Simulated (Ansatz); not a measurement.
MnIr in space group P4/mmm (No. 123; Mn on 1b, Ir on 1c) under volume change, plane-wave PAW PBEsol (Ansatz code), shape and atoms relaxed at each volume.

```
V (Å³/atom)  E − E(relaxed) (meV/atom)     P (GPa)
-----------  -------------------------  ----------
11.686                      (withheld)  (withheld)
12.071                            44.0       19.45
12.456                      (withheld)  (withheld)
12.841                             0.0        0.00
13.227                             9.2       -7.40
13.612                            34.6      -13.52
13.997                            73.4      -18.59
```

Problem. Some entries are withheld; supply them.

Solution. 
- 11.686, E − E(relaxed) (meV/atom): 105.5
- 11.686, P (GPa): 32.03
- 12.456, E − E(relaxed) (meV/atom): 10.4
- 12.456, P (GPa): 8.87

Problem. What does a third-order Birch–Murnaghan fit give for V₀, B₀ and B′?

Solution. V₀ = 12.84 Å³/atom, B₀ = 268 GPa, B′ = 5.0.

The workflow started from an entry of the Crystallography Open Database (COD). Whether it is the stable phase at ambient conditions was not checked. Symmetry was held in the PBEsol relaxation, as lowered by the spin order; whether a distortion lowers the energy is not shown. Magnetic state: antiferromagnetic, chosen from 5 collinear starts compared on coarse meshes (ties went to the first, and starts can fall back to one state), not a proven ground state. Spin–orbit coupling is left out wherever it is not named.

Potentials: the later of the program's two PAW sets.
